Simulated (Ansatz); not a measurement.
W: reading a single point

```
W
1.0
    -1.61692    1.61692    1.61692
     1.61692   -1.61692    1.61692
     1.61692    1.61692   -1.61692
W
1
Cartesian
  0.0000 0.0000 0.0000
```

The numbers come from plane-wave PAW DFT (Ansatz): PBE, spin-orbit coupling, 420 eV, 11×11×11 Γ-centred k points, cold occupations (width 0.039 eV). Nothing was relaxed.

The state carries no moments; the state need not be the lowest.

(1) Is there a gap?

(2) What does the stress say?

Origin: a database entry at a rescaled volume. Caveats: atoms or cell far from equilibrium; the SCF threshold is loose for a stress.

## Answers

(1) It is a metal, with about 0.59 states/eV a cell as the mean within 0.25 eV of the Fermi level, mostly W d (86 %).

(2) The pressure is -12.2 GPa (compression positive), so with the atoms held at these fractions the cell would first shrink.
